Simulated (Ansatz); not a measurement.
Ansatz input

```yaml
crystal:
  lattice:
    - [4.4587998685, 0.0, 0.0]
    - [-2.2293999342, 3.8614339565, 0.0]
    - [0.0, 0.0, 2.693372869]
  atoms:
    - { symbol: Mn, position: [0.0, 0.0, 0.0], spin: 3.733 }
    - { symbol: Mn, position: [0.3333333333, 0.6666666667, 0.5], spin: 3.742 }
    - { symbol: Mn, position: [0.6666666667, 0.3333333333, 0.5], spin: 3.742 }
hamiltonian:
  xc: r2scan
  pseudopotentials:
    kind: paw
    azcp:
      Mn: "pseudopotentials/Mn.paw.azcp"
basis:
  ecutwfc: 500
  fft_grid_basis: typed
kpoints:
  mp_grid: { grid: [11, 11, 15], shift: [0, 0, 0] }
magnetization:
  spin_polarized: true
scf:
  occupations: { method: fermi_dirac, width: 0.05 }
output:
  write_density: true
  write_potential: true
  elf: true
  volumetric_format: npy
```

Terminal output

```
Engine: ansatz 0.2.0, x86_64-unknown-linux-gnu
Pseudopotentials: kind: paw
Pseudopotential: Mn, paw, valence charge 15, recommended cutoff 500 eV (meta_gga) 
Functional definition: r2SCAN
  parameter k0 = 0.174
  parameter k1 = 0.065
  parameter a1 = 4.9479
  exchange = r2scan_x(k0 = k0, k1 = k1, a1 = a1)
  correlation = r2scan_c
Crystal: 3 atoms, lattice volume = 46.373 Å³
Basis set: ecut = 500 eV, 1179 PW (Γ), exchange–correlation on 144×144×80 points (64 copies of the dense FFT grid, shifted against one another)
Bands: 34, of which v1, the nominal top of the filled ones, is band 23 counted from 1 (22 counted from 0)
Symmetry: 24 space group operations
Space group: P6/mmm (ITA 191), of the structure as read, at distance tolerance 3.6e-5 Å
Magnetic group: BNS 191.233 (UNI 1463), of the structure as read, at distance tolerance 3.6e-5 Å
k-points: 128 of 1815
Non-local potential: Mn, projectors of the file, l = 0: 3, l = 1: 2, l = 2: 3, l = 3: 1
PAW form: soft (Blöchl's): semilocal exchange-correlation on the pseudo side does not see the compensation charge
PAW frozen core: Mn, regenerated for the run's functional (the file was generated under x = pbe(κ = 0.804, μ = 0.2195149727645171), c = pbe(β = 0.06672455060314922))
PAW one-centre angular grid: Mn, 590 points (default); XC on 160 Gauss nodes
Initial density: superposition of atomic densities (chi_scale 0.1, normalization cell)
Starting moments: Σ|m| = 11.217 μB on 3 of 3 sites
Initial wavefunctions: pseudopotential atomic-orbital guess
Functional: x = r2scan, c = r2scan; τ floored in thin density (d = 2e-4 eV/Å³)
iter 1 solved again at ethr=9.49e-4 eV; its pass at ethr=3.10e-3 eV (dr2=4.27e-1 eV) is discarded
SCF iter   1: F=—  HF=-11709.848496 eV  |F-HF|=—  |Δ(HF+E_count)|=         —  Δρ=3.76e-2 (↑1.13e-2 ↓3.76e-2)  dr2=5.02e-1  dr2_τ=7.48e-3  dr2_m=2.14e-1  M=11.084 μB ∫|m|=11.150 μB  β_m=1.00  ethr=9.49e-4  ⟨swp⟩=2.6  Hψ=43888  notcnv=0
Mixer restart at iter 1: flushing history
eigensolver tolerance schedule calibrated: the retry pair's looser diagonalisation under-reported the residual by θ = 0.15 (0.29/decade); ethr = c·dr2/N_el runs at the constant in force after the calibration composes with the one it found (an armed cap, an earlier calibration), c = 1.2e-2
SCF iter   2: F=—  HF=-11710.187494 eV  |F-HF|=—  |Δ(HF+E_count)|=   3.39e-1  Δρ=1.46e-2 (↑1.46e-2 ↓1.38e-2)  dr2=7.43e-2  dr2_τ=1.28e-3  dr2_m=5.94e-2  M=11.075 μB ∫|m|=11.328 μB  β_m=1.00  ethr=1.33e-4  ⟨swp⟩=4.2  Hψ=22969  notcnv=0  defer=56  κ⁻¹=1.0e0(r=1)
...
this state was not tested for a lower state beside it, because the mixer in use, unlike msr1, does not test its closes by its own steps (another_mixer; see scf.mixing.algorithm and scf.lower_state_search)
SCF converged after 13 iterations
Magnetization: 11.2862 μB (28.1431 up, 16.8569 down)
Absolute magnetization: 11.6795 μB (∫|ρ↑−ρ↓|, with the PAW one-centre terms)
Spin contamination: 0.3854 ħ² per cell (⟨S²⟩ above its minimum at these occupations)
Per-site moments (μB) at R_I (Å): [(3.727712293323585, 1.1110163084625), (3.740523222754597, 1.0618943380391108), (3.740523222754598, 1.0618943380391108)]
Free energy (F): -11711.194875 eV
Harris-Foulkes:  -11711.194875 eV  (|F-HF|=1.15e-8)
Internal energy: -11711.175745 eV  (E = F + TS)
E sigma→0 (E₀):  -11711.185310 eV
Entropy (-TS):   -0.019130 eV (-6.377 meV/atom)
Fermi energy:    13.549726 eV
--- Per-component energies (eV) ---
  E_band       = -813.137133
  E_kinetic    = 901.952149
  E_local      = -5880.839888  (includes V_loc(G=0)·N_el)
  E_nonlocal   = 751.654791
  E_hartree    = 2411.601682
  E_xc         = -323.416208
  E_vxc        = -475.843452  (∫ρ·V_xc dr)
  E_paw        = -3945.279792  (= ΣΔE_a)
  E_vpaw       = -965.894970  (= ΣTr[D̂ρ^β])
  E_aug_tail   = -0.000013  (compensation charges beyond the density's cutoff)
  E_vtau       = 32.620305  (kinetic-family band-sum trace: ∫τ·v_τ [+ j·A + Jᵃ·Aᵃ] dr)
  E_ewald      = -5625.999335
  E_core_change = -0.849129  (= ΣΔE_core)
  E_smearing   = -0.019130  (= −TS)
  E_closure    = 0.000000  (closes the sum)
  Σ components = -11711.194875   (vs F -11711.194875, Δ=0.00e0)
--- Band table (eV; the first three rows and the last of 256) ---
  k-point 0 ↑: bands = ["-70.7022", "-70.6533", "-70.5513", "-38.2260", "-38.2260", "-38.1494", "-38.1121", "-38.0947", "-38.0947", "-37.9888", "-37.9888", "-37.9024", "5.7510", "9.1536", "10.1669", "10.2840", "10.2840", "10.3966", "10.3966", "10.6208", "11.1462", "11.1462", "11.5166", "11.5166", "11.6736", "11.6736", "12.5911", "12.5911", "18.4362", "18.4362", "18.4487", "18.4487", "19.9867", "19.9950"]
  k-point 1 ↑: bands = ["-70.7014", "-70.6526", "-70.5506", "-38.2252", "-38.2252", "-38.1569", "-38.1192", "-38.0929", "-38.0929", "-37.9893", "-37.9893", "-37.9098", "5.8553", "9.2169", "10.2413", "10.2413", "10.2646", "10.3611", "10.3611", "10.6864", "11.0886", "11.0886", "11.5926", "11.5926", "11.6582", "11.6582", "12.5699", "12.5699", "18.5458", "18.5458", "18.5534", "18.5534", "20.0107", "20.0324"]
  k-point 2 ↑: bands = ["-70.6990", "-70.6505", "-70.5486", "-38.2230", "-38.2230", "-38.1779", "-38.1394", "-38.0877", "-38.0877", "-37.9909", "-37.9909", "-37.9306", "6.1623", "9.3940", "10.1133", "10.1133", "10.2628", "10.2628", "10.5475", "10.8816", "11.0087", "11.0087", "11.6073", "11.6073", "11.7344", "11.7344", "12.5213", "12.5213", "18.8278", "18.8278", "18.8933", "18.8933", "20.0827", "20.1473"]
  k-point 127 ↓: bands = ["-65.3290", "-65.3236", "-65.2030", "-32.9928", "-32.9352", "-32.9251", "-32.8558", "-32.8251", "-32.8055", "-32.7126", "-32.6687", "-32.6651", "11.5178", "12.1793", "12.3892", "12.7744", "12.9583", "13.0065", "15.0153", "15.3538", "15.6044", "15.6464", "16.0382", "16.4394", "17.7410", "17.7631", "17.9969", "18.1018", "18.7322", "19.3916", "21.5149", "21.6674", "22.3425", "27.1506"]
```

Command:

```sh
ansatz run input.yaml --threads 1 --pin off --max-ram 3584MiB --backend cpu --events-out ev --progress --plain --runs-dir out
```

On 1 thread of Intel(R) Xeon(R) Platinum 8259CL CPU @ 2.50GHz (Skylake/Cascade Lake) (shared host) this took about 110 s of wall time and 120 s of CPU time.
